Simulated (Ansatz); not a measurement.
## Stability of a relaxed cell of GdTl3

Atoms and cell were relaxed at zero pressure (0.8 % in volume from the start). The relaxed cell:

```
Gd Tl
1.0
     4.75131    4.75131    0.00000
     0.00000    4.75131    4.75131
     4.75131    0.00000    4.75131
Gd Tl
2 6
Direct
  0.00000 0.00000 0.00000
  0.50000 0.50000 0.50000
  0.00000 0.50000 0.00000
  0.50000 0.00000 0.50000
  0.00000 0.00000 0.50000
  0.50000 0.50000 0.00000
  0.00000 0.50000 0.50000
  0.50000 0.00000 0.00000
```

Space group Pm-3m (No. 221); conventional cell a = 4.751 Å, b = 4.751 Å, c = 4.751 Å, α = 90.00°, β = 90.00°, γ = 90.00°.

Computed with plane-wave PAW DFT (Ansatz 0.2.0): r2SCAN, 500 eV cutoff, 5×5×5 Γ-centred mesh, fermi-dirac occupations of width 0.011 eV. Spin: collinear; no U, no spin-orbit coupling. Moments: Gd1 up, Gd2 down.

Problem. Where does it lie against the elements?

Solution. -0.290 eV an atom at 0 K against the elements' lowest computed crystals and the free molecules of gases, with no empirical correction.

Problem. Is it stable against splitting into other phases?

Solution. Among the phases that we computed and relaxed alike, the lowest mixture with other formulas is 50 % Tl + 50 % GdTl (shares of atoms). The cell lies 72 meV an atom below it, so this formula doesn't split. No lower structure of the same formula is in the table beyond the error of 20 meV, so it is stable at this level.

The start was: a database entry at a slightly scaled volume.

Caveats: differences under 20 meV an atom lie within the error of meshes and cutoff; the relaxation keeps the start's symmetry, so a distorted cell may lie lower; no spin-orbit coupling, which can move compounds of heavy elements by tens of meV.
